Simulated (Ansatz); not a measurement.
Hf (hcp, Mg type)

```xyz
2
Lattice="3.2042 0.0000 0.0000 -1.6021 2.7749 0.0000 0.0000 0.0000 5.0691" Properties=species:S:1:pos:R:3 pbc="T T T"
Hf     0.0000     1.8500     3.8018
Hf     1.6021     0.9250     1.2673
```

The slice is a (0001) plane (indices of the conventional cell) through the point (0.667, 0.333, 0.250) (fractional), spanned by u = [110] and v = [1 -1 0] in vectors of this cell: u (3.20 Å) and v (5.55 Å, at 90° to u). It covers one period; positions are fractions (u, v).

Computed with PBE (plane waves to 420 eV, PAW, scalar-relativistic; Ansatz, an electronic-structure program). k mesh 17×17×9. Inside the PAW spheres the values are not all-electron values, and peaks at nuclei hang on which shells count as valence. Hf is run without spin polarisation. Hf was relaxed with its symmetry unable to fall. Spin-orbit coupling is left out, though Hf is heavy.

Question: What is the valence density on the shortest Hf–Hf line in this plane (3.20 Å), at its midpoint?

Answer: 0.19 e/Å³.

Question: What is the ELF at the midpoint of the shortest Hf–Hf line in this plane (3.20 Å)?

Answer: 0.29.

Question: Sketch the valence electron density on this plane as a map.

Answer: 
```tsv
v \ u	0.00	0.12	0.25	0.38	0.50	0.62	0.75	0.88
0.93	1.3	1.0	0.1	-0.7	-0.8	-0.7	0.1	1.0
0.86	0.4	0.1	-0.5	-0.8	-0.9	-0.8	-0.5	0.1
0.79	-0.5	-0.6	-0.7	-0.8	-0.8	-0.8	-0.7	-0.6
0.71	-0.7	-0.7	-0.7	-0.6	-0.6	-0.6	-0.7	-0.7
0.64	-0.7	-0.6	-0.4	0.1	0.4	0.1	-0.4	-0.6
0.57	-0.7	-0.6	0.1	1.0	1.3	1.0	0.1	-0.6
0.50	-0.7	-0.5	0.4	1.2	1.6	1.2	0.4	-0.5
0.43	-0.8	-0.7	0.1	1.0	1.3	1.0	0.1	-0.7
0.36	-0.9	-0.8	-0.5	0.1	0.4	0.1	-0.5	-0.8
0.29	-0.8	-0.8	-0.7	-0.6	-0.5	-0.6	-0.7	-0.8
0.21	-0.6	-0.6	-0.7	-0.7	-0.7	-0.7	-0.7	-0.6
0.14	0.4	0.1	-0.4	-0.6	-0.7	-0.6	-0.4	0.1
0.07	1.3	1.0	0.1	-0.6	-0.7	-0.6	0.1	1.0
0.00	1.6	1.2	0.4	-0.5	-0.7	-0.5	0.4	1.2
```

Values: log₁₀ of the valence density in e/Å³. The scale is logarithmic, as a density can span decades between atoms and voids.
